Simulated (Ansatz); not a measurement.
Given:

Relaxed Ti₃Al (D019 type, space group P6_3/mmc):

```xyz
16
Lattice="5.7556 0.0000 0.0000 -2.8778 4.9845 0.0000 0.0000 0.0000 9.3100" Properties=species:S:1:pos:R:3 pbc="T T T"
Ti     2.8778     3.2922     1.1637
Ti     2.8778     3.2922     5.8187
Ti    -1.4123     4.1384     3.4912
Ti    -1.4123     4.1384     8.1462
Ti     1.4656     0.8461     1.1637
Ti     1.4656     0.8461     5.8187
Ti     0.0000     1.6923     3.4912
Ti     0.0000     1.6923     8.1462
Ti     4.2901     0.8461     1.1637
Ti     4.2901     0.8461     5.8187
Ti     1.4123     4.1384     3.4912
Ti     1.4123     4.1384     8.1462
Al     0.0000     3.3230     1.1637
Al     0.0000     3.3230     5.8187
Al     2.8778     1.6615     3.4912
Al     2.8778     1.6615     8.1462
```

The atoms are displaced by Q × the pattern below (from a DFPT mode at A = (0.0, 0.0, 0.5), largest move 1; Q in Å), at fixed cell. It is one choice among 2 degenerate patterns. (q is in reciprocal vectors of the primitive cell; the cell shown is doubled to hold the pattern.)

| atom | x | y | z |
|---|---|---|---|
| Ti1 | 0.000 | 0.321 | -0.020 |
| Ti2 | 0.000 | -0.321 | 0.020 |
| Ti3 | 0.087 | -0.050 | -0.063 |
| Ti4 | -0.087 | 0.050 | 0.063 |
| Ti5 | -0.278 | -0.160 | -0.020 |
| Ti6 | 0.278 | 0.160 | 0.020 |
| Ti7 | 0.000 | 0.101 | -0.063 |
| Ti8 | 0.000 | -0.101 | 0.063 |
| Ti9 | 0.278 | -0.160 | -0.020 |
| Ti10 | -0.278 | 0.160 | 0.020 |
| Ti11 | -0.087 | -0.050 | -0.063 |
| Ti12 | 0.087 | 0.050 | 0.063 |
| Al13 | 0.000 | 0.000 | 0.314 |
| Al14 | 0.000 | 0.000 | -0.314 |
| Al15 | 0.000 | 0.000 | 1.000 |
| Al16 | 0.000 | 0.000 | -1.000 |

The numbers are results of PBE (plane waves to 420 eV, PAW, scalar-relativistic; Ansatz, a program for electronic structure), not measurements. k mesh 10×10×5 (Γ-centred), Fermi-Dirac smearing 0.05 eV. E stands for the smeared free energy. With partly filled bands, energies and forces of such displacements shift with the k mesh and the smearing. Ti3Al is run without spin polarisation. Ti3Al was relaxed with its symmetry unable to fall. The zero of ΔE is the undisplaced structure.

The scan covers Q from -0.280 to 0.280 Å in 13 points.

Problem. Is this a single well or a double well?

Solution. A single well with its minimum at or next to zero displacement.

Problem. Which space group does the distorted structure have?

Solution. P3m1 (No. 156), lowered from P6_3/mmc.

Problem. What is the energy change at Q = 0.280 Å?

Solution. 1364 meV/cell.

Problem. What harmonic wavenumber does the curvature at Q = 0 give?

Solution. 314 cm⁻¹.

(For displaced atoms, the force is minus the slope of the energy, and its curvature is a force constant, which sets phonon frequencies.)
